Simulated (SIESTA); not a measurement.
**CsLiCr2Te2S3 and the effect of the Hubbard U on Cr d**

```cif
data_structure
_symmetry_space_group_name_H-M 'R32:H'
_symmetry_Int_Tables_number 155
_cell_length_a 6.6386
_cell_length_b 6.6386
_cell_length_c 20.6395
_cell_angle_alpha 90.000
_cell_angle_beta 90.000
_cell_angle_gamma 120.000
_cell_volume 787.73
loop_
_atom_site_label
_atom_site_type_symbol
_atom_site_symmetry_multiplicity
_atom_site_Wyckoff_symbol
_atom_site_fract_x
_atom_site_fract_y
_atom_site_fract_z
_atom_site_occupancy
Cs1 Cs 3 a 0.00000 0.00000 0.00000 1
Li1 Li 3 b 0.66667 0.33333 0.83333 1
Cr1 Cr 6 c 0.00000 0.00000 0.79848 1
Te1 Te 6 c 0.00000 0.00000 0.67990 1
S1 S 9 e 0.30293 0.33333 0.83333 1
```

The cell comes from a database or a generator and needn't be the stable form of this composition.

Kept alike: task density of states; functional PBE; k mesh 5 × 5 × 5; occupations fermi-dirac, width 0.05 eV; collinear spin, ferromagnetic start. Program: SIESTA, files PseudoDojo sr-pbe-0.4.1-standard, DZP (energy shift 0.003 Ry; two zetas on semicore shells; d shell added on Cs). The mesh is that of the run's cell of 9 atoms. No spin-orbit coupling.

| run | pressure (GPa) | largest site moment (μB) |
| --- | --- | --- |
| A | 3.91 | 3.81 |
| B | 5.39 | 4.14 |
| C | 2.15 | 3.34 |
| D | 0.37 | 2.70 |

Pressure is positive in compression. For a metal such a mesh leaves the last digits unconverged. How U acts hangs on the program's projectors. The runs hold the magnetic state that their start led to, which needn't be the lowest. Site moments are Mulliken populations, which hang on the basis.

Q: The runs differ in the Hubbard U on Cr d alone: 0; 2; 4; 6 eV. Which run is which?

A: Run A is 4 eV; run B is 6 eV; run C is 2 eV; run D is 0 eV. The pressure rises from 0.37 to 5.39 GPa between 0 and 6 eV. U localises the shell and weakens its bonds, so the cell pushes outwards. The largest site moment rises from 2.70 to 4.14 μB between 0 and 6 eV. U favours whole occupations of the shell, which as a rule raises the local moment.
